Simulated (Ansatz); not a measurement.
The cell of CaScC₄N₄ is invented: stacked square cyanide-bridged sheets (P4/mmm, No. 123). Lengths were set from tabulated atomic sizes, so they are only a guess.

```cif
data_structure
_symmetry_space_group_name_H-M 'P 1'
_symmetry_Int_Tables_number 1
_cell_length_a 7.6311
_cell_length_b 7.6311
_cell_length_c 4.0448
_cell_angle_alpha 90.000
_cell_angle_beta 90.000
_cell_angle_gamma 90.000
_cell_volume 235.54
loop_
_atom_site_label
_atom_site_type_symbol
_atom_site_fract_x
_atom_site_fract_y
_atom_site_fract_z
_atom_site_occupancy
Ca1 Ca 0.00000 0.00000 0.00000 1
Sc1 Sc 0.50000 0.50000 0.00000 1
C1 C 0.19514 0.80486 0.00000 1
C2 C 0.80486 0.19514 0.00000 1
C3 C 0.19514 0.19514 0.00000 1
C4 C 0.80486 0.80486 0.00000 1
N1 N 0.30356 0.69644 0.00000 1
N2 N 0.69644 0.30356 0.00000 1
N3 N 0.30356 0.30356 0.00000 1
N4 N 0.69644 0.69644 0.00000 1
```

These are results of DFT PBE, scalar-relativistic, plane waves, PAW in Ansatz 0.2.0, not measurements. Cutoff 420 eV, Gaussian smearing, Γ-centred meshes. Cell and atoms relax first on a coarse mesh and then on a finer one. In between, the cell is made exact in the group found at 0.06 Å. In metals the finer mesh still leaves noise of several meV/atom or more. The steps can't lower the symmetry of their start. Collinear spin is switched on along the way, since trial moments persisted in a coarse test.

A guess keeps its type if space group and coordination stay and the shape of the cell changes little (axis ratios within about 15 %, angles within 6°); the volume may change.

Q: Does this structure survive the relaxation?

A: It keeps its type. The symmetry stays P4/mmm (No. 123). The volume per atom grows by 22.6 %, from 23.6 to 28.9 Å³. The shortest distance stays 1.17 Å (C–N). The ratio c/a of the conventional cell changes by a factor of 0.96. Counting neighbours within 15 % of an atom's shortest distance, the start has C 1, Ca 4, N 1, Sc 4 and the end C 1, Ca 4, N 1, Sc 4.

The last run used collinear spin, a 6×6×10 mesh (in the run's order of axes) for its 10-atom cell and Gaussian smearing of 0.10 eV. The magnetic state reached may not be the lowest. A structure relaxed within its symmetry needn't be a true minimum.
